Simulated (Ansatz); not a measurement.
NbS2Br2:
Space group C2/m (No. 12); a = 6.6174 Å, b = 11.3718 Å, c = 7.0043 Å, α = γ = 90.00°, β = 110.08°

```
atom  site  symmetry       x       y       z
----  ----  --------  ------  ------  ------
Nb      4g         2  0.0000  0.1256  0.0000
S       4i         m  0.1406  0.0000  0.3088
S       4i         m  0.3243  0.0000  0.1319
Br      8j         1  0.2702  0.2962  0.2338
```
(The calculation used a cell of 10 atoms; values per cell refer to that cell.)

Relaxed at zero pressure with plane-wave PAW r²SCAN+D4 (Ansatz code).

Task: The volume is raised by 3 % and shape and atoms relax at that volume. What pressure results, and how do the axes share the change?

Result: -0.4 GPa; a 0.5 %, b 0.2 %, c 2.1 %; the energy rises by 1 meV/atom.

Task: Give the new structure.

Result: 
Space group C2/m (No. 12); a = 6.6517 Å, b = 11.3903 Å, c = 7.1490 Å, α = 90.00°, β = 109.71°, γ = 90.00°

```
atom  site  symmetry       x       y       z
----  ----  --------  ------  ------  ------
Nb      4g         2  0.0000  0.1256  0.0000
S       4i         m  0.1377  0.0000  0.3018
S       4i         m  0.3216  0.0000  0.1286
Br      8j         1  0.2695  0.2961  0.2290
```

The phase is kept; no other phase was compared at this pressure.

The workflow started from a Materials Project entry (that database holds measured and hypothetical structures alike); the Crystallography Open Database copy checked does not list it. Its standing as an ambient phase is unchecked. The r²SCAN+D4 relaxation kept the symmetry of its start; whether a distortion lowers the energy is not shown. No spin polarisation was allowed.

Potentials: the later of the program's two PAW sets.
